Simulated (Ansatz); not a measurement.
LaTiO$_{3}$:
```yaml
crystal:
  lattice:
    - [3.93301, 0.00000, 0.00000]
    - [0.00000, 3.93301, 0.00000]
    - [0.00000, 0.00000, 3.93301]
  atoms:
    - { symbol: O, position: [0.50000, 0.50000, 0.00000] }
    - { symbol: O, position: [0.00000, 0.50000, 0.50000] }
    - { symbol: O, position: [0.50000, 0.00000, 0.50000] }
    - { symbol: Ti, position: [0.50000, 0.50000, 0.50000] }
    - { symbol: La, position: [0.00000, 0.00000, 0.00000] }
```

Relaxed with r²SCAN.

**Question.** Map the electron localisation function on the plane through (0.000, 0.500, 0.500) spanned by u = [1, 0, 0] and v = [0, 1, 1] in lattice vectors, from r²SCAN in the plane-wave PAW code Ansatz.

**Answer.** x is the fraction of u, y of v (the angle between them is 90°; rows are the nearest grid lines); atoms in the plane: O at (0.00, 0.00), Ti at (0.50, 0.00), La at (0.00, 0.50).
```
y \ x   0.000  0.100  0.200  0.250  0.350  0.450  0.550  0.650  0.750  0.800  0.900   1.00
------  -----  -----  -----  -----  -----  -----  -----  -----  -----  -----  -----  -----
1.00    0.222  0.745  0.640  0.159  0.613  0.089  0.089  0.613  0.159  0.640  0.745  0.222
0.929   0.726  0.821  0.561  0.140  0.539  0.590  0.590  0.539  0.140  0.561  0.821  0.726
0.857   0.774  0.707  0.310  0.103  0.111  0.351  0.351  0.111  0.103  0.310  0.707  0.774
0.786   0.149  0.121  0.072  0.062  0.063  0.061  0.061  0.063  0.062  0.072  0.121  0.149
0.679   0.797  0.728  0.320  0.117  0.049  0.063  0.063  0.049  0.117  0.320  0.728  0.797
0.607   0.743  0.832  0.809  0.594  0.059  0.039  0.039  0.059  0.594  0.809  0.832  0.743
0.536   0.020  0.448  0.858  0.813  0.158  0.023  0.023  0.158  0.813  0.858  0.448  0.020
0.464   0.020  0.448  0.858  0.813  0.158  0.023  0.023  0.158  0.813  0.858  0.448  0.020
0.393   0.743  0.832  0.809  0.594  0.059  0.039  0.039  0.059  0.594  0.809  0.832  0.743
0.321   0.797  0.728  0.320  0.117  0.049  0.063  0.063  0.049  0.117  0.320  0.728  0.797
0.214   0.149  0.121  0.072  0.062  0.063  0.061  0.061  0.063  0.062  0.072  0.121  0.149
0.143   0.774  0.707  0.310  0.103  0.111  0.351  0.351  0.111  0.103  0.310  0.707  0.774
0.0714  0.726  0.821  0.561  0.140  0.539  0.590  0.590  0.539  0.140  0.561  0.821  0.726
0.000   0.222  0.745  0.640  0.159  0.613  0.089  0.089  0.613  0.159  0.640  0.745  0.222
```

The density is the valence pseudo-density with augmentation charge, so density and ELF within about 1 Å of a nucleus are not all-electron values.

Space group Pm-3m (cubic perovskite). The workflow started from an entry of the Crystallography Open Database (COD), which files this formula under 2 space groups. Whether it is the stable phase at ambient conditions was not checked. Symmetry was held in the r²SCAN relaxation; its stability against distortions is not shown here. No spin polarisation was allowed. Spin–orbit coupling is left out wherever it is not named.

Potentials: the later of the program's two PAW sets.
